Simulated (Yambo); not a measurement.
G0W0@PBE for BeTe (zinc blende, space group F-43m, No. 216) in Yambo (4×4×4 mesh, 15 Ry block, plasmon pole, screening fixed), without a terminator:

```tsv
bands N in G	gap Γ → X (eV)	shift of the valence edge (eV)
67	2.660	-0.533
125	2.758	-0.740
200	2.799	-0.815
```

Question: Extrapolate both columns to infinite N with E(N) = E∞ + A/N, test the form, and compare with the terminator.

Answer: From two points, E∞ = (N2 E2 − N1 E1)/(N2 − N1). The two largest N give 2.87 eV for the gap and -0.94 eV for the shift; the two smallest give 2.87 eV and -0.98 eV. For the gap the slopes A are -14 and -14 eV: the 1/N form holds. For the shift the slopes A are 30 and 25 eV: the form isn't reached, and its limit is uncertain. With the Bruneval-Gonze terminator and 200 bands the run gives 2.83 eV and -0.87 eV, 0.04 eV and 0.07 eV from the extrapolated values: the terminator too is an estimate of the remainder. Block, mesh and the bands in W are held fixed.

Spin-orbit coupling is not included.

Geometry relaxed with PBEsol; primitive cell a = b = c = 3.965 Å, α = β = γ = 60.00°.

A shift is the quasiparticle energy of the state minus its PBE energy.

The potentials are those of PseudoDojo's stringent table.
